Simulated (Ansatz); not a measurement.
SiO2 (rutile)

```
SiO2
1.0
    4.23588     0.00000     0.00000
    0.00000     4.23588     0.00000
    0.00000     0.00000     2.68991
Si O
2 4
Direct
  0.50000   0.50000   0.50000
  0.00000   0.00000   0.00000
  0.80699   0.80699   0.50000
  0.30699   0.69301   0.00000
  0.69301   0.30699   0.00000
  0.19301   0.19301   0.50000
```

Scan: atom 5 (O, nearest neighbour Si at 1.774 Å; its periodic images, 2.7 Å or more away, move with it) is displaced along Cartesian z, direction (0.000, 0.000, 1.000) in Cartesian axes, by s. The other atoms stay.

Method: PBE (plane waves to 420 eV, PAW, scalar-relativistic; Ansatz, a program for electronic structure). k mesh 6×6×10 (Γ-centred), Fermi-Dirac smearing 0.05 eV. The energy includes the smearing's −TS. SiO2 was relaxed with its symmetry unable to fall. The PAW data are Ansatz's earlier set. The zero of ΔE is the undisplaced structure.

```json
[
 {"s (Å)": "-0.530", "ΔE (meV/cell)": "2701"},
 {"s (Å)": "-0.424", "ΔE (meV/cell)": "1706"},
 {"s (Å)": "-0.318", "ΔE (meV/cell)": "withheld"},
 {"s (Å)": "-0.212", "ΔE (meV/cell)": "419"},
 {"s (Å)": "-0.106", "ΔE (meV/cell)": "104"},
 {"s (Å)": "0.000", "ΔE (meV/cell)": "0"},
 {"s (Å)": "0.106", "ΔE (meV/cell)": "104"},
 {"s (Å)": "0.212", "ΔE (meV/cell)": "419"},
 {"s (Å)": "0.318", "ΔE (meV/cell)": "withheld"},
 {"s (Å)": "0.424", "ΔE (meV/cell)": "1706"},
 {"s (Å)": "0.530", "ΔE (meV/cell)": "2701"}
]
```

Q: Fit an even polynomial form (powers 2, 4) to the given rows and predict ΔE at s = 0.318.

A: Least squares on the 9 given rows: ΔE = (9265)·s² + (1246)·s⁴, in meV/cell with s in Å; root-mean-square residual 0.2 meV/cell. At 0.318 the fit gives 950 meV/cell; the calculation gives 950 meV/cell, the same to the digits shown. The quadratic term alone would give 937 meV/cell.

(For displaced atoms, the force is minus the slope of the energy, and its curvature is a force constant, which sets phonon frequencies.)
